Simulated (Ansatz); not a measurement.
## Band structure of SbP

```
Sb P
1.0
     0.00000    2.81773    2.81773
     2.81773    0.00000    2.81773
     2.81773    2.81773    0.00000
Sb P
1 1
Direct
  0.00000 0.00000 0.00000
  0.50000 0.50000 0.50000
```

Atoms are numbered in the order listed.

The cell was built from the rocksalt type and relaxed in the same program, and has space group Fm-3m; it needn't be a known or the stable phase.

No spin–orbit coupling, which matters for the heavy atoms here.

All numbers below come from DFT, PBE, all-electron LAPW, scalar-relativistic in Ansatz 0.2.0.

The runs use a Γ-centred 11×11×11 k mesh, Fermi–Dirac smearing of 0.05 eV, basis error target 0.5 meV/atom, no spin polarisation.

Points in fractions of the reciprocal vectors of this cell: Γ (0, 0, 0), X (0.5, 0, 0.5), U (0.625, 0.25, 0.625), K (0.375, 0.375, 0.75), L (0.5, 0.5, 0.5), W (0.5, 0.25, 0.75). The path joins them by straight lines in the order Γ–X–U–K–Γ–L–W–X; legs that retrace an earlier one aren't tabulated. Energies are in eV from the Fermi level.

Q: Metal or insulator at this level of theory?

A: No gap opens: metallic or semimetallic.

Q: Tabulate bands 15 to 20, counted from the lowest band of the run, along the path.

A: 
| k (1/Å) | point | band 15 | band 16 | band 17 | band 18 | band 19 | band 20 |
| --- | --- | --- | --- | --- | --- | --- | --- |
| 0.00 | Γ | -4.04 | -2.01 | -2.01 | -2.01 | 3.96 | 3.96 |
| 0.28 |  | -5.22 | -2.45 | -2.45 | -0.36 | 1.35 | 4.01 |
| 0.56 |  | -6.52 | -3.29 | -3.29 | -2.32 | 2.69 | 2.98 |
| 0.84 |  | -7.30 | -5.21 | -3.94 | -3.94 | 2.22 | 5.41 |
| 1.11 | X | -7.51 | -6.63 | -4.18 | -4.18 | 1.97 | 5.88 |
| 1.21 |  | -7.67 | -6.60 | -4.14 | -4.07 | 2.10 | 5.60 |
| 1.31 |  | -8.08 | -6.51 | -4.03 | -3.78 | 2.50 | 4.96 |
| 1.41 |  | -8.63 | -6.35 | -3.84 | -3.40 | 3.09 | 4.19 |
| 1.51 | U | -9.19 | -6.13 | -3.57 | -2.99 | 3.40 | 3.59 |
| 1.68 |  | -9.43 | -5.83 | -4.35 | -1.68 | 1.94 | 4.24 |
| 1.85 |  | -9.52 | -5.25 | -5.17 | -0.28 | 0.47 | 4.94 |
| 2.02 |  | -9.43 | -5.83 | -4.35 | -1.68 | 1.94 | 4.24 |
| 2.19 | K | -9.19 | -6.13 | -3.57 | -2.99 | 3.40 | 3.59 |
| 2.49 |  | -9.10 | -5.14 | -2.36 | -1.57 | 1.25 | 2.34 |
| 2.78 |  | -7.50 | -3.81 | -1.07 | 0.18 | 0.23 | 0.74 |
| 3.08 |  | -5.51 | -2.55 | -1.69 | -0.81 | 2.13 | 2.41 |
| 3.37 | Γ | -4.04 | -2.01 | -2.01 | -2.01 | 3.96 | 3.96 |
| 3.62 |  | -5.19 | -1.98 | -1.98 | -1.26 | 2.96 | 2.96 |
| 3.86 |  | -7.08 | -1.87 | -1.87 | -0.52 | 1.49 | 1.49 |
| 4.10 |  | -8.95 | -1.59 | -1.59 | -0.15 | 0.28 | 0.28 |
| 4.34 | L | -10.35 | -1.32 | -1.32 | -0.32 | -0.32 | 0.02 |
| 4.54 |  | -10.24 | -2.66 | -2.35 | -0.55 | -0.11 | 1.44 |
| 4.73 |  | -9.93 | -4.16 | -3.94 | -0.44 | 0.16 | 3.47 |
| 4.93 |  | -9.52 | -5.25 | -5.17 | -0.28 | 0.47 | 4.94 |
| 5.13 | W | -9.30 | -5.67 | -5.67 | -0.20 | 0.62 | 5.11 |
| 5.27 |  | -9.00 | -6.07 | -5.20 | -1.37 | 1.91 | 3.99 |
| 5.41 |  | -8.40 | -6.38 | -4.72 | -2.70 | 2.97 | 3.58 |
| 5.55 |  | -7.80 | -6.57 | -4.33 | -3.74 | 2.24 | 5.11 |
| 5.69 | X | -7.51 | -6.63 | -4.18 | -4.18 | 1.97 | 5.88 |
